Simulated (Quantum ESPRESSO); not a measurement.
## Convergence of NMR parameters in Cs2LiScF6

```yaml
crystal:
  lattice:
    - [0.00000, 4.39574, 4.39574]
    - [4.39574, 0.00000, 4.39574]
    - [4.39574, 4.39574, 0.00000]
  atoms:
    - { symbol: Cs, position: [0.75000, 0.75000, 0.75000] }
    - { symbol: Cs, position: [0.25000, 0.25000, 0.25000] }
    - { symbol: Li, position: [0.50000, 0.50000, 0.50000] }
    - { symbol: Sc, position: [0.00000, 0.00000, 0.00000] }
    - { symbol: F, position: [0.76533, 0.23467, 0.23467] }
    - { symbol: F, position: [0.23467, 0.76533, 0.76533] }
    - { symbol: F, position: [0.23467, 0.76533, 0.23467] }
    - { symbol: F, position: [0.76533, 0.23467, 0.76533] }
    - { symbol: F, position: [0.23467, 0.23467, 0.76533] }
    - { symbol: F, position: [0.76533, 0.76533, 0.23467] }
```
The cell comes from the Materials Project (a computed structure). It is Cs2LiScF6 in Fm-3m; whether this form has been observed was not checked. Stability against distortions was not tested. The run has no spin polarisation.

Method: σ by GIPAW with PBE in a modified build of Quantum ESPRESSO, on JTH PAW datasets. The cutoff rises from row to row, with the meshes as listed. Costs are rough, from a shared machine. These are absolute shieldings with no macroscopic susceptibility term; δ = σ_ref − σ needs a reference computed alike. Spin–orbit coupling is left out; its weight grows with the heaviest atom, Cs here. PBE places the empty d or f states of Sc too low, which is known to distort σ on and beside such ions. Static lattice: thermal averaging is not included.

```tsv
setting	cutoff (Ha)	k-mesh	σ_iso Cs (ppm)	σ_iso F (ppm)	f-sum rule missed by (%)	rough cost ratio
A	17.5	2×2×2 shifted	5464.4	138.5	0.07	about 1
B	22.5	3×3×3 shifted	5461.7	136.9	0.00	5
C	32.5	4×4×4 shifted	5464.6	136.9	0.00	10
```

Largest change from the last row but one to the last: σ_iso Cs (ppm) by 2.9.
